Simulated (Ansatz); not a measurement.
**Ti: two-dimensional strain map**

Computed with Ansatz, DFT r2SCAN, scalar-relativistic, plane waves, PAW. Cutoff 500 eV, Γ-centred 20×20×20 k-points, Gaussian smearing of 0.15 eV. No spin polarisation. Energies are free energies at this smearing, counted from the undisturbed cell; pressure is positive in compression.

Zero of the scan (as given, not relaxed at this level; it stands at 4.4 GPa; this fcc form isn't the usual structure):

```
Ti
1.0
     0.00000    2.03000    2.03000
     2.03000    0.00000    2.03000
     2.03000    2.03000    0.00000
Ti
1
Direct
  0.00000 0.00000 0.00000
```

The cell is strained by p along both x and y and by q along z, fractional coordinates fixed. Points are written (p, q).

p was sampled at -0.050, -0.025, 0.000, 0.025, 0.050 and q at -0.050, -0.025, 0.000, 0.025, 0.050.

Task: Where on the computed points is the energy highest, and how high?

Result: At (-0.050, -0.050): 229.2 meV/atom.

Task: Away from (0, 0), which computed point is lowest?

Result: (0.025, 0.000): -6.9 meV/atom.

The map, in meV/atom:

```
 p \ q  -0.050  -0.025  0.000  0.025  0.050
-0.050   229.2   168.0  118.7   80.4   52.3
-0.025   115.9    72.5   40.5   18.9    6.8
 0.000    43.3    16.5    0.0   -6.8   -4.8
 0.025     7.4    -4.5   -6.9   -0.5   14.1
 0.050     3.7     5.6   16.0   34.3   59.9
```